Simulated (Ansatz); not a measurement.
BeAlNO:
```cif
data_AlBeNO
_chemical_formula_sum 'Al1 Be1 O1 N1'
_space_group_name_H-M_alt 'P3m1'
_space_group_IT_number 156
_space_group_name_Hall 'P 3 -2"'
_cell_length_a 2.98427
_cell_length_b 2.98427
_cell_length_c 4.65204
_cell_angle_alpha 90.000
_cell_angle_beta 90.000
_cell_angle_gamma 120.000
loop_
_atom_site_label
_atom_site_type_symbol
_atom_site_symmetry_multiplicity
_atom_site_Wyckoff_symbol
_atom_site_fract_x
_atom_site_fract_y
_atom_site_fract_z
_atom_site_occupancy
Al1 Al 1 b 0.33333 0.66667 0.51126 1
Be1 Be 1 c 0.66667 0.33333 0.99165 1
O1 O 1 b 0.33333 0.66667 0.11307 1
N1 N 1 c 0.66667 0.33333 0.63401 1
```

Relaxed with PBEsol.

Problem. Which orbitals make up the states near the band edges in PBEsol (plane waves, PAW; program Ansatz)?

Solution. Top 1 eV of the valence band: N 2p 78 %, O 2p 13 %, Al 3p 6 %. Bottom 1 eV of the conduction band: Be 2s 31 %, O 2s 18 %, Al 3p 13 %, N 2s 13 %, Al 3s 9 %, N 2p 7 %. Projections are on Löwdin-orthogonalised atomic valence shells; empty p or d shells of many metals are not among them.

Problem. Tabulate the density of states.

Solution. States/eV per cell of 4 atoms, in 0.25 eV bins, energy from the valence-band maximum.

| E (eV) | total | O 2p | N 2p | Al 3p |
|---|---|---|---|---|
| -7.85 | 0.00 | 0.00 | 0.00 | 0.00 |
| -7.60 | 0.00 | 0.00 | 0.00 | 0.00 |
| -7.35 | 0.00 | 0.00 | 0.00 | 0.00 |
| -7.10 | 0.00 | 0.00 | 0.00 | 0.00 |
| -6.85 | 0.00 | 0.00 | 0.00 | 0.00 |
| -6.60 | 0.00 | 0.00 | 0.00 | 0.00 |
| -6.35 | 0.01 | 0.01 | 0.00 | 0.00 |
| -6.10 | 0.16 | 0.07 | 0.04 | 0.03 |
| -5.85 | 1.17 | 0.57 | 0.30 | 0.12 |
| -5.60 | 2.00 | 1.04 | 0.46 | 0.22 |
| -5.35 | 3.24 | 1.75 | 0.70 | 0.34 |
| -5.10 | 2.30 | 1.22 | 0.53 | 0.20 |
| -4.85 | 1.43 | 0.74 | 0.35 | 0.09 |
| -4.60 | 2.05 | 1.17 | 0.42 | 0.14 |
| -4.35 | 1.75 | 1.08 | 0.31 | 0.10 |
| -4.10 | 1.24 | 0.84 | 0.17 | 0.07 |
| -3.85 | 1.75 | 1.12 | 0.33 | 0.11 |
| -3.60 | 1.49 | 0.90 | 0.33 | 0.10 |
| -3.35 | 2.08 | 1.23 | 0.53 | 0.13 |
| -3.10 | 2.99 | 1.88 | 0.71 | 0.18 |
| -2.85 | 2.58 | 1.57 | 0.68 | 0.16 |
| -2.60 | 2.17 | 1.29 | 0.62 | 0.12 |
| -2.35 | 1.87 | 1.07 | 0.58 | 0.09 |
| -2.10 | 1.61 | 0.75 | 0.66 | 0.07 |
| -1.85 | 1.52 | 0.29 | 1.01 | 0.09 |
| -1.60 | 2.77 | 0.62 | 1.80 | 0.17 |
| -1.35 | 2.82 | 0.65 | 1.87 | 0.13 |
| -1.10 | 3.31 | 0.73 | 2.27 | 0.17 |
| -0.85 | 2.31 | 0.39 | 1.68 | 0.16 |
| -0.60 | 1.58 | 0.19 | 1.25 | 0.10 |
| -0.35 | 1.11 | 0.07 | 0.95 | 0.06 |
| -0.10 | 0.69 | 0.03 | 0.62 | 0.02 |
| 0.15 | 0.00 | 0.00 | 0.00 | 0.00 |
| 0.40 | 0.00 | 0.00 | 0.00 | 0.00 |
| 0.65 | 0.00 | 0.00 | 0.00 | 0.00 |
| 0.90 | 0.00 | 0.00 | 0.00 | 0.00 |
| 1.15 | 0.00 | 0.00 | 0.00 | 0.00 |
| 1.40 | 0.00 | 0.00 | 0.00 | 0.00 |
| 1.65 | 0.00 | 0.00 | 0.00 | 0.00 |
| 1.90 | 0.00 | 0.00 | 0.00 | 0.00 |
| 2.15 | 0.00 | 0.00 | 0.00 | 0.00 |
| 2.40 | 0.00 | 0.00 | 0.00 | 0.00 |
| 2.65 | 0.00 | 0.00 | 0.00 | 0.00 |
| 2.90 | 0.00 | 0.00 | 0.00 | 0.00 |
| 3.15 | 0.00 | 0.00 | 0.00 | 0.00 |
| 3.40 | 0.00 | 0.00 | 0.00 | 0.00 |
| 3.65 | 0.00 | 0.00 | 0.00 | 0.00 |
| 3.90 | 0.00 | 0.00 | 0.00 | 0.00 |
| 4.15 | 0.00 | 0.00 | 0.00 | 0.00 |
| 4.40 | 0.00 | 0.00 | 0.00 | 0.00 |
| 4.65 | 0.04 | 0.00 | 0.00 | 0.00 |
| 4.90 | 0.07 | 0.00 | 0.00 | 0.01 |
| 5.15 | 0.11 | 0.01 | 0.01 | 0.02 |
| 5.40 | 0.16 | 0.01 | 0.01 | 0.03 |
| 5.65 | 0.50 | 0.02 | 0.04 | 0.18 |
| 5.90 | 1.03 | 0.05 | 0.09 | 0.40 |
| 6.15 | 1.69 | 0.09 | 0.17 | 0.67 |
| 6.40 | 1.95 | 0.10 | 0.19 | 0.81 |
| 6.65 | 1.51 | 0.08 | 0.15 | 0.64 |
| 6.90 | 0.93 | 0.05 | 0.10 | 0.41 |
| 7.15 | 0.54 | 0.02 | 0.04 | 0.20 |
| 7.40 | 0.65 | 0.02 | 0.03 | 0.18 |
| 7.65 | 0.72 | 0.02 | 0.03 | 0.19 |
| 7.90 | 0.85 | 0.03 | 0.04 | 0.22 |
| 8.15 | 1.13 | 0.04 | 0.05 | 0.29 |
| 8.40 | 1.64 | 0.06 | 0.08 | 0.43 |
| 8.65 | 1.27 | 0.05 | 0.07 | 0.34 |
| 8.90 | 0.74 | 0.03 | 0.05 | 0.19 |
| 9.15 | 0.74 | 0.03 | 0.04 | 0.17 |

The start of the workflow was typed in or built on a structure type; neither database checked (COD, Materials Project) lists it. Whether it is the stable phase at ambient conditions was not checked. Symmetry was held in the PBEsol relaxation; whether a distortion lowers the energy is not shown.

Potentials: the earlier of the program's two PAW sets. The files were generated under PBE; for other functionals the program regenerates the frozen cores, and for LDA and PBEsol the local potential too.
